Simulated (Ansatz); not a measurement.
# Zr (P6_3/mmc): from strained cells to moduli

```xyz
2
Lattice="3.1835 0.0000 0.0000 -1.5918 2.7570 0.0000 0.0000 0.0000 5.1185" Properties=species:S:1:pos:R:3 pbc="T T T"
Zr    0.0000    1.8380    1.2796
Zr    1.5918    0.9190    3.8388
```

Level of theory, where no other is named: PBEsol, all-electron LAPW in Ansatz 0.2.0, scalar-relativistic. k mesh 16×16×8, Fermi-Dirac smearing of 0.080 eV, basis error target 1 meV/atom. The cell was relaxed by PAW under this functional.

The cell is hexagonal and carries a residual pressure of 0.03 GPa at this level. Each strain component that symmetry leaves independent is applied at ±0.008 and ±0.016, the ions relax wherever a strain frees them, and the stress (tension positive, GPa) is read. Shears are engineering strains, γ = 2ε.

| strain | size | σxx | σyy | σzz | σyz | σxz | σxy |
| --- | --- | --- | --- | --- | --- | --- | --- |
| xx | -0.016 | -2.2737 | -1.2634 | -1.2068 | 0.0000 | 0.0000 | 0.0000 |
| xx | -0.008 | -1.1501 | -0.6336 | -0.6123 | 0.0000 | 0.0000 | 0.0000 |
| xx | +0.008 | 1.0782 | 0.5687 | 0.5423 | 0.0000 | 0.0000 | 0.0000 |
| xx | +0.016 | 2.1394 | 1.1524 | 1.1080 | 0.0000 | 0.0000 | 0.0000 |
| zz | -0.016 | -1.2173 | -1.2173 | -2.9633 | 0.0000 | 0.0000 | 0.0000 |
| zz | -0.008 | -0.6109 | -0.6109 | -1.4601 | 0.0000 | 0.0000 | 0.0000 |
| zz | +0.008 | 0.5433 | 0.5433 | 1.3261 | 0.0000 | 0.0000 | 0.0000 |
| zz | +0.016 | 1.0955 | 1.0955 | 2.6085 | 0.0000 | 0.0000 | 0.0000 |
| yz | -0.016 | -0.0135 | -0.0245 | -0.0363 | -0.3674 | 0.0000 | 0.0000 |
| yz | -0.008 | -0.0219 | -0.0247 | -0.0316 | -0.1838 | 0.0000 | 0.0000 |
| yz | +0.008 | -0.0219 | -0.0247 | -0.0316 | 0.1838 | 0.0000 | 0.0000 |
| yz | +0.016 | -0.0135 | -0.0245 | -0.0363 | 0.3674 | 0.0000 | 0.0000 |

The slope is [8(σ(+δ) − σ(−δ)) − (σ(+2δ) − σ(−2δ))]/(12δ), and the program imposes the crystal's symmetry on the matrix.

Question: What are the independent elastic constants?

Answer: C11 = 139.7, C12 = 75.0, C13 = 72.1, C33 = 174.1, C44 = 23.0 GPa.

Question: Is the crystal stable against homogeneous strain?

Answer: The least eigenvalue of the 6×6 matrix is 23.0 GPa, so yes.

Question: What moduli does a random aggregate of grains have?

Answer: Voigt and Reuss bounds: B from 98.3 to 99.1 and G from 29.3 to 31.3 GPa; their means are B = 98.7 and G = 30.3 GPa. Then E = 9BG/(3B + G) = 82.4 GPa, ν = (3B − 2G)/(6B + 2G) = 0.361 and B/G = 3.26, on the ductile side of Pugh's 1.75 (a rule of thumb).

Question: With the density of 6.744 g/cm³, how fast does sound travel, and what Debye temperature follows?

Answer: 

```json
{"direction": "x", "slow (m/s)": "1846", "middle (m/s)": "2190", "fast (m/s)": "4552"}
{"direction": "y", "slow (m/s)": "1846", "middle (m/s)": "2190", "fast (m/s)": "4552"}
{"direction": "z", "slow (m/s)": "1846", "middle (m/s)": "1846", "fast (m/s)": "5082"}
```

The mean of v⁻³ over directions and branches gives v_m = 2373 m/s and θ_D = (ħ/k_B) v_m (6π²n)^(1/3) = 250 K, n being atoms per volume. Young's modulus spans 69 to 126 GPa over directions, and the universal anisotropy index is 0.35.

Question: How far do the constants move if PAW replaces LAPW in the same cell?

Answer: 

| constant | LAPW (GPa) | PAW (GPa) | difference |
| --- | --- | --- | --- |
| C11 | 139.7 | 139.5 | -0.2 |
| C12 | 75.0 | 75.0 | 0.0 |
| C13 | 72.1 | 72.1 | 0.0 |
| C33 | 174.1 | 174.0 | -0.1 |
| C44 | 23.0 | 22.9 | -0.1 |

Question: How far do the constants move if all-electron PAW (datasets made for the crystal) replaces LAPW in the same cell?

Answer: 

```
constant  LAPW (GPa)  all-electron PAW (datasets made for the crystal) (GPa)  difference
     C11       139.7                                                   139.7         0.0
     C12        75.0                                                    75.1         0.1
     C13        72.1                                                    72.1         0.0
     C33       174.1                                                   174.1         0.0
     C44        23.0                                                    22.9        -0.1
```

Question: How do the constants change if the ions are clamped to the homogeneous strain?

Answer: Clamped values, with the change against relaxed ions: C11 = 156.4 (+16.6), C12 = 58.4 (-16.6), C13 = 72.1 (-0.0), C33 = 174.1 (+0.0), C44 = 23.0 (-0.0) GPa.

Limits of these numbers: responses of metals move with mesh and smearing; the frozen-core PAW files of the compared runs were fitted under PBE, their cores solved anew for this functional.
